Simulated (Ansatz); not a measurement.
TaSnO₃:
```
TaSnO3
1.0
    3.99483     0.00000     0.00000
    0.00000     3.99483     0.00000
    0.00000     0.00000     3.99483
Sn Ta O
1 1 3
Direct
  0.00000   0.00000   0.00000
  0.50000   0.50000   0.50000
  0.00000   0.50000   0.50000
  0.50000   0.00000   0.50000
  0.50000   0.50000   0.00000
```

Relaxed with LDA. Special points in fractions of this cell's reciprocal vectors: Γ (0.000, 0.000, 0.000); X (0.000, 0.500, 0.000); M (0.500, 0.500, 0.000); R (0.500, 0.500, 0.500).

Q: List the band energies nearest the Fermi level at these points for LDA (plane waves, PAW; program Ansatz).

A: In eV from the Fermi level; about four levels below and three above (degenerate sets whole), none deeper than 8.9 eV; points with the same levels are listed once.

```
k                                below                above
-  -----------------------------------  -------------------
Γ  -4.42 -4.42 -4.42 -0.85 -0.85 -0.85       3.47 3.47 3.47
X        -4.44 -4.44 -2.84 -0.81 -0.76  1.54 1.54 3.08 3.08
M        -6.35 -6.35 -5.12 -4.14 -3.78       1.11 1.33 1.33
R              -7.19 -3.79 -3.79 -3.79       2.40 2.40 2.40
```

Space group Pm-3m (cubic perovskite). The workflow started from an entry of the Crystallography Open Database (COD). Whether it is the stable phase at ambient conditions was not checked. The cell was relaxed with LDA under the symmetry of its start; of distortions, only those at the zone centre were tested, and some modes there are weakly imaginary. No spin polarisation was allowed. With an odd number of electrons in the cell and no spin polarisation, the count alone makes it a metal. Scalar-relativistic: spin–orbit coupling is off unless named, which matters more the heavier the elements.

Potentials: the later of the program's two PAW sets.
